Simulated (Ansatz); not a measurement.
Bi$_{2}$KTe$_{3}$:
```
CELL_PARAMETERS angstrom
      4.70047     0.00000     0.00000
     -2.35023     4.07072     0.00000
      0.00000     0.00000    11.06836
ATOMIC_POSITIONS crystal
  Te 0.33333 0.66667 0.70106
  Bi 0.66667 0.33333 0.84279
  Te 0.00000 0.00000 0.00000
  Bi 0.33333 0.66667 0.15721
  Te 0.66667 0.33333 0.29894
  K  0.00000 0.00000 0.50000
```

Relaxed with PBE+D3(BJ). Special points in fractions of this cell's reciprocal vectors: Γ (0.000, 0.000, 0.000); M (0.500, 0.000, 0.000); K (0.333, 0.333, 0.000); A (0.000, 0.000, 0.500); L (0.500, 0.000, 0.500); H (0.333, 0.333, 0.500).

List the band energies nearest the Fermi level at these points for the program Ansatz at the PBE+D3(BJ) level (PAW).

In eV from the Fermi level; about four levels below and three above (degenerate sets whole), none deeper than 8.9 eV; points with the same levels are listed once.

```json
[
 {"k": "Γ", "below": "-1.77 -1.13 -0.28 -0.28", "above": "0.41 1.31 1.31"},
 {"k": "M", "below": "-2.08 -1.93 -1.84 -0.02", "above": "0.88 1.68 1.91"},
 {"k": "K", "below": "-3.15 -3.15 -1.90 -1.70 -1.70", "above": "0.90 1.22 1.22"},
 {"k": "A", "below": "-1.78 -1.09 -0.17 -0.17", "above": "0.31 1.18 1.18"},
 {"k": "L", "below": "-2.91 -2.34 -1.96 -1.70", "above": "0.07 0.90 1.47"},
 {"k": "H", "below": "-3.28 -3.28 -2.11 -1.53 -1.53", "above": "1.12 1.12 1.32"}
]
```

Space group P-3m1. The cell is a constructed one: a structure type filled with these elements; neither database checked (COD, Materials Project) lists it. Its standing as an ambient phase is unchecked. The PBE+D3(BJ) relaxation kept the symmetry of its start; of distortions, only those at the zone centre were tested. With an odd number of electrons in the cell and no spin polarisation, the count alone makes it a metal. Spin–orbit coupling is left out wherever it is not named.

Potentials: the later of the program's two PAW sets.
